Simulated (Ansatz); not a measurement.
Au (fcc, Cu type), conventional cell a = b = c = 4.1573 Å, α = β = γ = 90.00°. The calculation uses the primitive cell of 1 atom, to which meshes and values per cell refer.

The volume is varied about the relaxed value V₀ at fixed cell shape. Symmetry pins the atoms to their sites.

The numbers are results of PBE (plane waves to 420 eV, PAW, scalar-relativistic; Ansatz, a program for electronic structure), not measurements. k mesh 19×19×19 (Γ-centred), Fermi-Dirac smearing 0.05 eV. E stands for the smeared free energy. Stress and pressure are positive under compression. Au was relaxed with its symmetry unable to fall. Spin-orbit coupling is left out, though Au is heavy. The PAW data are Ansatz's earlier set. The zero of ΔE is the relaxed starting cell.

The scan covers V/V₀ from 0.900 to 1.100 in 9 points.

Task: What is ΔE at V/V₀ = 1.100?

Result: 62 meV/atom.

Task: What is ΔE at V/V₀ = 0.900?

Result: 99 meV/atom.

Task: What pressure does the cell carry at V/V₀ = 0.900?

Result: 20.0 GPa.

(Under strain, the slope of the energy per volume gives the stress and its curvature an elastic modulus.)
